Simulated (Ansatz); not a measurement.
AlRu (rock salt, Fm-3m) at seven volumes, plane-wave PAW r²SCAN (Ansatz code), scaled uniformly. One row is withheld.

```csv
V (Å³/atom),P (GPa)
13.695,17.85
14.147,10.93
14.598,5.03
15.049,0.00
15.501,?
15.952,-7.97
16.404,-11.09
```

Problem. Fit the shown pressures and predict the withheld one.

Solution. P = (3/2)B₀(x^(7/2) − x^(5/2))[1 + (3/4)(B′ − 4)(x − 1)] with x = (V₀/V)^(2/3). Least squares on the six rows gives V₀ = 15.049 Å³/atom, B₀ = 155 GPa, B′ = 4.27. At V = 15.501, x = 0.9805 and P = -4.31 GPa. The run itself gave -4.30 GPa.

The start of the workflow was typed in or built on a structure type; neither database checked (COD, Materials Project) lists it. COD files the formula under space group No. 221, so this cell is another polymorph or a model. Whether it is the stable phase at ambient conditions was not checked. The r²SCAN relaxation kept the symmetry of its start. At this level the phase is mechanically unstable. The run is not spin-polarised. Its formation energy is positive at this level, so the cell may be metastable or incomplete.

Potentials: the later of the program's two PAW sets.
